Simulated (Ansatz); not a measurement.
**Surface calculation: fcc Ni (100), 5 layers**

The slab is cut from the fcc crystal, the stable phase, as relaxed on PAW files (10.39 Å³/atom), with 16 Å of vacuum and a dipole correction:

```
Ni
1.0
     2.44966    0.00000    0.00000
     0.00000    2.44966    0.00000
     0.00000    0.00000   22.92870
Ni
5
Direct
  0.00000 0.00000 0.34891
  0.50000 0.50000 0.42445
  0.00000 0.00000 0.50000
  0.50000 0.50000 0.57555
  0.00000 0.00000 0.65109
```

Level of theory: DFT with PBEsol, scalar-relativistic, in Ansatz 0.2.0; a Γ-centred 17×17×1 k mesh, Fermi–Dirac smearing of 0.1 eV, spin-polarised from start moments Ni1 1, Ni2 1, Ni3 1, Ni4 1, Ni5 1 μB. LAPW: all electrons, basis error target 1 meV/atom; PAW: frozen-core files, cutoff 420 eV.

The bulk energy comes from a cell in the slab's orientation on a 17×17×12 mesh. The surface energy is (E(slab) − N·E(bulk))/2A at zero smearing, the mean of both faces; thin slabs carry quantum-size effects.

The magnetic state is the one reached from the start moments; other orders weren't searched. The PAW files were made under PBE.

As cut, the LAPW slab lies 2.027 eV above 5 atoms of bulk. What surface energy is that?

Over two faces of 6.00 Å² it is 168.9 meV/Å², and times 16.02 J/m² per eV/Å² that gives γ = 2.706 J/m².

```
method  γ as cut (J/m²)  γ relaxed (J/m²)  Φ as cut (eV)  Φ relaxed (eV)
  LAPW            2.706             2.671           5.05            5.05
   PAW            2.708             2.673           5.06            5.05
```

How do the spacings between the planes relax?

From the bottom face up: d12 -3.5 % of 1.732 Å, d23 +0.8 % of 1.732 Å, d34 +0.8 % of 1.732 Å, d45 -3.5 % of 1.732 Å.

How do the moments vary through the slab?

Ni1 0.75, Ni2 0.66, Ni3 0.66, Ni4 0.66, Ni5 0.75 μB in the LAPW spheres; the bulk has Ni 0.63 μB.

What changes if the vacuum is set to 13 Å?

LAPW then gives: no gap, work function 5.05 eV; PAW: no gap, work function 5.05 eV. The program warns that the vacuum is too thin.

What changes if the images along the normal are cut off in place of the dipole correction?

LAPW then gives: no gap, work function 5.05 eV; PAW: no gap, work function 5.05 eV.
